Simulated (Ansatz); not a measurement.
Generalised stacking fault of TiN (rock salt) on the {100} plane. The cell below holds the perfect crystal with the plane normal along z; tilting its third vector by the shift puts one fault into each cell, between planes 2.12 Å apart, at fixed cell height.

```
CELL_PARAMETERS angstrom
      2.99283     0.00000     0.00000
      0.00000     2.99283     0.00000
      1.49642     1.49642     6.34876
ATOMIC_POSITIONS crystal
  N  0.00000 0.00000 0.83333
  N  0.33333 0.33333 0.16667
  N  0.66667 0.66667 0.50000
  Ti 0.50000 0.50000 0.83333
  Ti 0.83333 0.83333 0.16667
  Ti 0.16667 0.16667 0.50000
```

In-plane vectors a = (2.993, 0.000) Å, b = (0.000, 2.993) Å, area 8.96 Å². The shift is s times the vector a (length 2.993 Å), so s = 1 restores the start. Atoms relax along the normal only. γ = [E(shift) − E(0)] / area.

These are r2SCAN (plane waves to 500 eV, PAW, scalar-relativistic; Ansatz, a quantum-chemistry and plane-wave program) values and carry that method's errors. k mesh 13×13×13 (Γ-centred), Fermi-Dirac smearing 0.05 eV. E is the zero-smearing estimate. Stress and pressure are positive under compression. With partly filled bands, the k mesh leaves noise in γ, roughly 0.02 J/m² as judged from a few cases. Faults lie only 6.3 Å apart, and holding the cell height raises γ above its relaxed value. TiN is run without spin polarisation. TiN was relaxed with its symmetry unable to fall. γ is measured from zero shift.

```csv
shift (Å),σ normal to the fault (GPa),γ (meV/Å²)
0.000,0.3,0
0.249,1.0,…
0.499,…,60
0.748,10.6,116
0.998,20.3,168
1.247,27.9,203
1.496,31.2,215
1.746,27.9,203
1.995,20.3,168
2.245,10.6,116
2.494,…,60
2.743,1.0,…
```

Task: What belongs in the gaps?

Result: 
- 0.249, γ (meV/Å²): 16
- 0.499, σ normal to the fault (GPa): 3.9
- 2.494, σ normal to the fault (GPa): 3.9
- 2.743, γ (meV/Å²): 16

(The slope of γ gives the shear force per area between the displaced halves; near zero shift its curvature is an elastic stiffness.)
